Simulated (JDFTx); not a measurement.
System: TiTe2 monolayer (P-3m1 bulk; lattice of mp-1907, not re-optimised at this level), 1x1 cell of 3 atoms in 3 planes (Te outermost), area 12.67 Å² a face, 3.4 Å between the outermost planes in a cell 19.4 Å high; k mesh 6×6×1, Fermi width 0.01 Ha, no spin polarisation. Whether this polymorph is the ambient one wasn't checked. A free-standing single layer at the bulk's in-plane lattice is a model cell. Neither spin polarisation nor a larger cell was tried.

All numbers are PBE, GBRV ultrasoft potentials, plane waves to 20/100 Ha results from JDFTx (a modified build), not measurements. Liquid on both sides: soft-sphere model, water, 1 M NaF; nuclei fixed. 

Charging data:

```json
[
 {"U − U_pzc (V)": "-0.61", "σ (μC/cm²)": "-9.39"},
 {"U − U_pzc (V)": "0.00", "σ (μC/cm²)": "0.00"},
 {"U − U_pzc (V)": "0.59", "σ (μC/cm²)": "9.00"}
]
```

Working it through: a check of Lippmann's equation. The grand free energy per area against the neutral slab, Δγ = [F(N) − F(N₀) − μ(N − N₀)]/2A, is taken from the total energies of the same runs.

| U − U_pzc (V) | Δγ (mJ/m²) |
|---|---|
| -0.61 | -28.4 |
| 0.00 | 0.0 |
| 0.59 | -26.7 |

Δγ is largest at zero charge and falls away from it, as dγ/dU = −σ demands. At -0.61 V the computed -28.4 mJ/m² stands beside -28.5 mJ/m² from the constant-capacitance formula.
